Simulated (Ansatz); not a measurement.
Data:

InAs:
Space group P6₃mc (No. 186); a = b = 4.2501 Å, c = 6.9888 Å, α = β = 90.00°, γ = 120.00°

```csv
atom,site,symmetry,x,y,z
In,2b,3m.,0.3333,0.6667,0.0006
As,2b,3m.,0.3333,0.6667,0.3749
```

This is the LDA-relaxed structure.

Question: All from DFT-LDA in the program Ansatz with PAW potentials, unless another level is named. Predict the electronic character.

Answer: no gap, with almost no states at the Fermi level (zero-gap or semimetallic).

Question: Next, the formation energy from the elements (no fitted shifts)?

Answer: -0.20 eV/atom.

Space group P6_3mc (wurtzite). The first step of the workflow began from a Materials Project structure, measured or hypothetical; the Crystallography Open Database copy checked does not list it. It is not the phase usual at ambient conditions (space group No. 216). Symmetry was held in the LDA relaxation; whether a distortion lowers the energy is not shown. The references are the lowest solids computed at this level, not always the standard phases. Scalar-relativistic: spin–orbit coupling is off unless named, which matters more the heavier the elements.

Potentials: the later of the program's two PAW sets.
